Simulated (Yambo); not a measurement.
G0W0@PBEsol for FeSi (space group P2_13, No. 198) in Yambo. Reference settings: 4×4×4 Γ-centred k mesh, bands 17 to 146 and a 7 Ry block in the screening, 146 bands in G with the Bruneval-Gonze terminator, plasmon pole fitted at 27.2 eV. The PBEsol gap X → (0, 0.25, 0.25) on this mesh is 0.15 eV; G0W0 gaps are taken between the same points.

The settings were changed. The gap went from 0.20 eV to 0.20 eV, and the shift of the valence edge from 0.72 eV to 0.81 eV.

What was changed between the two runs?
(A) 6 Ry block
(B) 71 bands in G, no terminator
(C) no terminator
(D) 82 bands in W

D, 82 bands in W. The others gave (gap, valence shift): 6 Ry block: 0.21, 0.73 eV; no terminator: 0.21, 0.95 eV; 71 bands in G, no terminator: 0.20, 1.29 eV.

Geometry of the Materials Project entry, not relaxed at this level; primitive cell a = 4.402 Å, b = 4.402 Å, c = 4.402 Å, α = 90.00°, β = 90.00°, γ = 90.00°.

The runs are not spin-polarised; magnetic order was not tried.

A shift is the quasiparticle energy of the state minus its PBEsol energy.
